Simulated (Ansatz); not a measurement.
ScPt$_{3}$ (Cu3Au type), conventional cell a = 3.9783 Å, b = 3.9783 Å, c = 3.9783 Å, α = 90.00°, β = 90.00°, γ = 90.00°. The calculation uses the primitive cell of 4 atoms, to which meshes and values per cell refer.

E(V) scan at fixed shape, V₀ the volume above. Symmetry pins the atoms to their sites.

All values below come from r2SCAN (plane waves to 500 eV, PAW, scalar-relativistic; Ansatz, a first-principles code). k mesh 12×12×12 (Γ-centred), Fermi-Dirac smearing 0.05 eV. The energy includes the smearing's −TS. Compression counts positive. ScPt3 is run without spin polarisation. ScPt3 was relaxed with its symmetry unable to fall. Spin-orbit coupling is left out, though Pt is heavy. ΔE is measured from the relaxed starting cell.

### Question
Estimate the ΔE (meV/atom) and P (GPa) for V/V₀ = 0.900, 0.920, 0.940, 0.960, 1.020, 1.040, 1.060, 1.080.

### Answer
| V/V₀ | ΔE (meV/atom) | P (GPa) |
|---|---|---|
| 0.900 | 132 | 29.9 |
| 0.920 | 81 | 22.4 |
| 0.940 | 44 | 15.8 |
| 0.960 | 19 | 9.9 |
| 1.020 | 4 | -4.1 |
| 1.040 | 16 | -7.7 |
| 1.060 | 34 | -11.0 |
| 1.080 | 59 | -13.8 |

(Under strain, the slope of the energy per volume gives the stress and its curvature an elastic modulus.)
